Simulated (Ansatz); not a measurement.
MoPd:
```
MoPd
1.0
    0.00000     2.57272     2.57272
    2.57272     0.00000     2.57272
    2.57272     2.57272     0.00000
Pd Mo
1 1
Direct
  0.00000   0.00000   0.00000
  0.50000   0.50000   0.50000
```

Relaxed with PBEsol. Special points in fractions of this cell's reciprocal vectors: Γ (0.000, 0.000, 0.000); X (0.500, 0.000, 0.500); U (0.625, 0.250, 0.625); K (0.375, 0.375, 0.750); L (0.500, 0.500, 0.500); W (0.500, 0.250, 0.750).

Task: List the band energies nearest the Fermi level at these points for PBEsol in the plane-wave PAW code Ansatz.

Result: In eV from the Fermi level; about four levels below and three above (degenerate sets whole), none deeper than 8.9 eV; points with the same levels are listed once.

```csv
k,below,above
Γ,-5.68 -5.68 -5.10 -5.10 -5.10,1.15 1.15 1.15
X,-3.87 -3.00 -3.00 -0.54,0.74 0.74 1.06
U,-3.84 -3.47 -3.22 -0.73,0.10 0.49 0.56
L,-3.25 -3.25 -1.65 -1.65 -0.51,0.27 0.27 2.35
W,-2.68 -0.94 -0.12 -0.12,0.72 3.25 3.25
```

Space group Fm-3m (rock salt). The start of the workflow was typed in or built on a structure type; neither database checked (COD, Materials Project) lists it. Whether it is the stable phase at ambient conditions was not checked. Symmetry was held in the PBEsol relaxation. At this level the phase is mechanically unstable. No spin polarisation was allowed. Its formation energy is positive at this level, so the cell may be metastable or incomplete. Scalar-relativistic: spin–orbit coupling is off unless named, which matters more the heavier the elements.

Potentials: the earlier of the program's two PAW sets. The files were generated under PBE; for other functionals the program regenerates the frozen cores, and for LDA and PBEsol the local potential too.
